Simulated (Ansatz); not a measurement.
## Structure relaxation, Ti2C

The start is a relaxed Ti2C cell displaced along its unstable phonon at q = (0, 0, ½) of its primitive reciprocal cell (27i cm⁻¹), largest move 0.15 Å. The structure is fully relaxed (lattice and positions, P = 0) with PBEsol (plane waves to 420 eV, PAW, scalar-relativistic; Ansatz, a quantum-chemistry and plane-wave program). The first steps use a coarse 12×12×2 k-mesh.

Initial structure:
```yaml
crystal:
  lattice:
    - [3.02357, 0.00000, 0.00000]
    - [-1.51178, 2.61849, 0.00000]
    - [0.00000, 0.00000, 20.09125]
  atoms:
    - { symbol: C, position: [0.35936, 0.71872, 0.12500] }
    - { symbol: C, position: [0.30730, 0.61461, 0.62500] }
    - { symbol: C, position: [0.67427, 0.34855, 0.37500] }
    - { symbol: C, position: [0.65906, 0.31812, 0.87500] }
    - { symbol: Ti, position: [0.33326, 0.66653, 0.31315] }
    - { symbol: Ti, position: [0.33340, 0.66680, 0.81315] }
    - { symbol: Ti, position: [0.69531, 0.39062, 0.06315] }
    - { symbol: Ti, position: [0.63802, 0.27605, 0.56315] }
    - { symbol: Ti, position: [0.69076, 0.38153, 0.18685] }
    - { symbol: Ti, position: [0.64257, 0.28514, 0.68685] }
    - { symbol: Ti, position: [0.34882, 0.69763, 0.43685] }
    - { symbol: Ti, position: [0.31785, 0.63570, 0.93685] }
```

What is the largest force in the starting geometry, and on which atom (counted from 1)?

0.09 eV/Å, on Ti11 (atoms numbered as listed).

How does the volume change?

-1.5 %, from 13.26 to 13.06 Å³/atom.

Does it find its way back to the structure it was made from?

It does not go back: it reaches Cmcm (No. 63), 0.02 eV/atom below the parent.

How do the shortest distances between atoms change?

The closest pairs of elements (up to four, under 3.6 Å), start → end: C–Ti 2.11 → 2.13 Å; Ti–Ti 2.49 → 2.50 Å; C–C 3.02 → 2.96 Å.

Is the relaxed structure metallic? Give its gap.

Zero (metallic).

Give the final cell and atomic positions.


Space group Cmcm (No. 63); a = 2.961 Å, b = 5.256 Å, c = 10.066 Å, α = 90.00°, β = 90.00°, γ = 90.00°

| atom | site | symmetry | x | y | z |
|---|---|---|---|---|---|
| C | 4c | m2m | 0.0000 | 0.2475 | 0.7500 |
| Ti | 8f | m.. | 0.0000 | 0.4191 | 0.1256 |
(The calculation used a cell of 6 atoms; values per cell refer to that cell.)

Final values are on a 18×18×5 k-mesh of the relaxed cell. No spin polarisation in the result.

The run could not lose the symmetry of its start: the end is stationary, and may be a saddle point rather than a minimum.

The relaxed structure here is a generated cell of Ti2C: the first start was made by placing the elements on the sites of a structure type, and the end was not matched to a known phase here, so it may be hypothetical.
